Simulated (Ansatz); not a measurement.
TaAl3:
```yaml
crystal:
  lattice:
    - [-1.91452, 1.91452, 4.25120]
    - [1.91452, -1.91452, 4.25120]
    - [1.91452, 1.91452, -4.25120]
  atoms:
    - { symbol: Ta, position: [0.00000, 0.00000, 0.00000] }
    - { symbol: Al, position: [0.50000, 0.50000, 0.00000] }
    - { symbol: Al, position: [0.75000, 0.25000, 0.50000] }
    - { symbol: Al, position: [0.25000, 0.75000, 0.50000] }
```

Relaxed with PBEsol. Special points in fractions of this cell's reciprocal vectors: Γ (0.000, 0.000, 0.000); X (0.000, 0.000, 0.500); P (0.250, 0.250, 0.250); N (0.000, 0.500, 0.000); M (0.500, 0.500, -0.500); S (0.301, 0.699, -0.301); S0 (-0.301, 0.301, 0.301); R (-0.101, 0.101, 0.500); G (0.500, 0.500, -0.101).

Question: List the band energies nearest the Fermi level at these points for the program Ansatz at the PBEsol level (PAW).

Answer: In eV from the Fermi level; about four levels below and three above (degenerate sets whole), none deeper than 8.9 eV; points with the same levels are listed once.

```
k                          below                above
-  -----------------------------  -------------------
Γ        -3.00 -2.90 -2.25 -2.25       0.16 1.32 1.32
X        -4.19 -3.43 -3.06 -2.16       1.12 2.10 2.46
P        -2.65 -2.65 -1.67 -0.20  1.45 2.10 3.61 3.61
N        -3.28 -2.27 -1.34 -0.33       1.62 1.63 2.56
M  -1.36 -1.36 -1.31 -0.04 -0.04       0.37 2.91 5.30
S        -2.20 -1.84 -1.40 -0.23       1.24 1.91 2.58
R        -4.54 -2.91 -2.32 -2.01       1.47 1.67 2.05
```

Space group I4/mmm. The first step of the workflow began from a Materials Project structure, measured or hypothetical; the Crystallography Open Database files this formula in space group No. 139, but the cells were not matched. Whether it is the stable phase at ambient conditions was not checked. The PBEsol relaxation kept the symmetry of its start; whether a distortion lowers the energy is not shown. The run is not spin-polarised. Spin–orbit coupling is left out wherever it is not named.

Potentials: the later of the program's two PAW sets.
